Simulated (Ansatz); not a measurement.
Ni3Pb2Se2:
Space group R-3m, hexagonal axes (No. 166); a = b = 5.6599 Å, c = 14.3109 Å, α = β = 90.00°, γ = 120.00°

```csv
atom,site,symmetry,x,y,z
Ni,9d,.2/m,0.5000,0.5000,0.5000
Se,6c,3m,0.0000,0.0000,0.2781
Pb,3b,-3m,0.0000,0.0000,0.5000
Pb,3a,-3m,0.0000,0.0000,0.0000
```
(The calculation used a cell of 7 atoms; values per cell refer to that cell.)

Relaxed at zero pressure with plane-wave PAW r²SCAN (Ansatz code).

Task: The volume is lowered by 9 % and shape and atoms relax at that volume. What pressure results, and how do the axes share the change?

Result: 7.8 GPa; a -3.4 %, b -3.4 %, c -2.5 %; the energy rises by 38 meV/atom.

Task: Give the new structure.

Result: 
Space group R-3m, hexagonal axes (No. 166); a = b = 5.4670 Å, c = 13.9583 Å, α = β = 90.00°, γ = 120.00°

| atom | site | symmetry | x | y | z |
|---|---|---|---|---|---|
| Ni | 9d | .2/m | 0.5000 | 0.5000 | 0.5000 |
| Se | 6c | 3m | 0.0000 | 0.0000 | 0.2835 |
| Pb | 3b | -3m | 0.0000 | 0.0000 | 0.5000 |
| Pb | 3a | -3m | 0.0000 | 0.0000 | 0.0000 |

The phase is kept; no other phase was compared at this pressure.

The workflow started from an entry of the Crystallography Open Database (COD). Its standing as an ambient phase is unchecked. The r²SCAN relaxation kept the symmetry of its start; whether a distortion lowers the energy is not shown. The workflow began spin-polarised and lost its moments. Spin–orbit coupling is left out wherever it is not named.

Potentials: the later of the program's two PAW sets.
